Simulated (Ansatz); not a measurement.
PtW:
```
CELL_PARAMETERS angstrom
      0.00000     2.63007     2.63007
      2.63007     0.00000     2.63007
      2.63007     2.63007     0.00000
ATOMIC_POSITIONS crystal
  Pt 0.00000 0.00000 0.00000
  W  0.50000 0.50000 0.50000
```

Relaxed with PBE. Special points in fractions of this cell's reciprocal vectors: Γ (0.000, 0.000, 0.000); X (0.500, 0.000, 0.500); U (0.625, 0.250, 0.625); K (0.375, 0.375, 0.750); L (0.500, 0.500, 0.500); W (0.500, 0.250, 0.750).

**Question.** List the band energies nearest the Fermi level at these points for DFT-PBE in the program Ansatz with PAW potentials.

**Answer.** In eV from the Fermi level; about four levels below and three above (degenerate sets whole), none deeper than 8.9 eV; points with the same levels are listed once.

```csv
k,below,above
Γ,-6.07 -6.07 -5.41 -5.41 -5.41,1.69 1.69 1.69
X,-4.83 -2.90 -2.90 -1.37,0.84 0.84 1.70
U,-4.74 -4.06 -3.19 -0.81,0.09 0.37 0.66
L,-3.21 -3.21 -1.90 -1.90 -1.86,0.27 0.27 1.24
W,-5.18 -5.18 -5.18 -3.68 -2.89 -1.62,0.05 0.05 0.81
```

Space group Fm-3m (rock salt). The start of the workflow was typed in or built on a structure type; neither database checked (COD, Materials Project) lists it. Its standing as an ambient phase is unchecked. The cell was relaxed with PBE under the symmetry of its start; whether a distortion lowers the energy is not shown. The run is not spin-polarised. The volume moved by 18 % from the start of the relaxation. Its formation energy is positive at this level, so the cell may be metastable or incomplete. Spin–orbit coupling is left out wherever it is not named.

Potentials: the earlier of the program's two PAW sets.
